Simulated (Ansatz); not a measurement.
## Diamond alloy of Si and C (8 of 64 Si sites exchanged), 64 atoms

Ansatz, PAW, plane waves. PBEsol relaxation of volume and atoms (shape held) at the single k point (½, ½, ½); single points on the relaxed atoms at the Γ point alone, onto which points of the small cell's zone fold. Arrangement: unlike neighbours preferred. No spin–orbit coupling unless named.

Relaxed structure:

```cif
data_structure
_symmetry_space_group_name_H-M 'P 1'
_symmetry_Int_Tables_number 1
_cell_length_a 10.3268
_cell_length_b 10.3268
_cell_length_c 10.3268
_cell_angle_alpha 90.000
_cell_angle_beta 90.000
_cell_angle_gamma 90.000
_cell_volume 1101.29
loop_
_atom_site_label
_atom_site_type_symbol
_atom_site_fract_x
_atom_site_fract_y
_atom_site_fract_z
_atom_site_occupancy
Si1 Si 0.99744 0.99836 0.99892 1
Si2 Si 0.97086 0.99584 0.49752 1
Si3 Si 0.01958 0.51471 0.01921 1
Si4 Si 0.01526 0.51967 0.51244 1
Si5 Si 0.50731 0.99936 0.99855 1
Si6 Si 0.49475 0.50142 0.02952 1
Si7 Si 0.12384 0.13597 0.13373 1
Si8 Si 0.11928 0.12282 0.62168 1
Si9 Si 0.62727 0.13461 0.13543 1
Si10 Si 0.61352 0.09963 0.60283 1
Si11 Si 0.61506 0.61237 0.60698 1
Si12 Si 0.26935 0.27951 0.01999 1
Si13 Si 0.26071 0.25011 0.49971 1
Si14 Si 0.23134 0.73033 0.01394 1
Si15 Si 0.23883 0.73882 0.51292 1
Si16 Si 0.75535 0.24797 0.99639 1
Si17 Si 0.75593 0.23429 0.48338 1
Si18 Si 0.72739 0.72875 0.02179 1
Si19 Si 0.76143 0.76566 0.50911 1
Si20 Si 0.38695 0.40257 0.60651 1
Si21 Si 0.37533 0.86362 0.12420 1
Si22 Si 0.38571 0.89170 0.60817 1
Si23 Si 0.87333 0.37803 0.13555 1
Si24 Si 0.87798 0.37385 0.62149 1
Si25 Si 0.87205 0.86591 0.13401 1
Si26 Si 0.25473 0.99780 0.25631 1
Si27 Si 0.25405 0.00255 0.75268 1
Si28 Si 0.25374 0.49619 0.22925 1
Si29 Si 0.23292 0.52699 0.72407 1
Si30 Si 0.76223 0.01557 0.27498 1
Si31 Si 0.76565 0.97222 0.72401 1
Si32 Si 0.72627 0.51668 0.24105 1
Si33 Si 0.74513 0.49824 0.75116 1
Si34 Si 0.39253 0.11292 0.38542 1
Si35 Si 0.37580 0.13763 0.88222 1
Si36 Si 0.38704 0.60586 0.38820 1
Si37 Si 0.36840 0.62358 0.87695 1
Si38 Si 0.87096 0.11614 0.86199 1
Si39 Si 0.87762 0.63117 0.36780 1
Si40 Si 0.87703 0.63124 0.87793 1
Si41 Si 0.97723 0.23344 0.27967 1
Si42 Si 0.00473 0.25365 0.75696 1
Si43 Si 0.02411 0.72623 0.22890 1
Si44 Si 0.99584 0.75561 0.71732 1
Si45 Si 0.48065 0.27309 0.24287 1
Si46 Si 0.50047 0.25475 0.73880 1
Si47 Si 0.51512 0.73433 0.24722 1
Si48 Si 0.49735 0.74928 0.74092 1
Si49 Si 0.12506 0.37547 0.37330 1
Si50 Si 0.13643 0.38975 0.87476 1
Si51 Si 0.11671 0.86733 0.37342 1
Si52 Si 0.12096 0.86483 0.86941 1
Si53 Si 0.60719 0.39227 0.38394 1
Si54 Si 0.61856 0.37656 0.88504 1
Si55 Si 0.61625 0.89110 0.39157 1
Si56 Si 0.63398 0.86364 0.87201 1
C1 C 0.49678 0.99723 0.49329 1
C2 C 0.50401 0.50157 0.49806 1
C3 C 0.13825 0.61438 0.12739 1
C4 C 0.11633 0.63947 0.62147 1
C5 C 0.61373 0.61976 0.13012 1
C6 C 0.37494 0.38927 0.12981 1
C7 C 0.87942 0.87043 0.61382 1
C8 C 0.87089 0.11893 0.38617 1
```

Question: What are the mean bond lengths by pair (pairs within 1.2 times the sum of covalent radii, less contacts 15 % beyond the pair's median; cation–cation pairs of compounds aside; long ionic contacts are cut short by that bound)?

Answer: C–Si 1.969 ± 0.023 Å (standard deviation, 32 bonds); Si–Si 2.340 ± 0.043 Å (standard deviation, 96 bonds).

Question: What gap lies between the top filled and the lowest empty level in the single points?

Answer: HSE06 0.89 eV (19 s on NVIDIA GB300). An indirect band minimum needn't fold onto Γ of this cell; where it doesn't, these gaps are too wide.
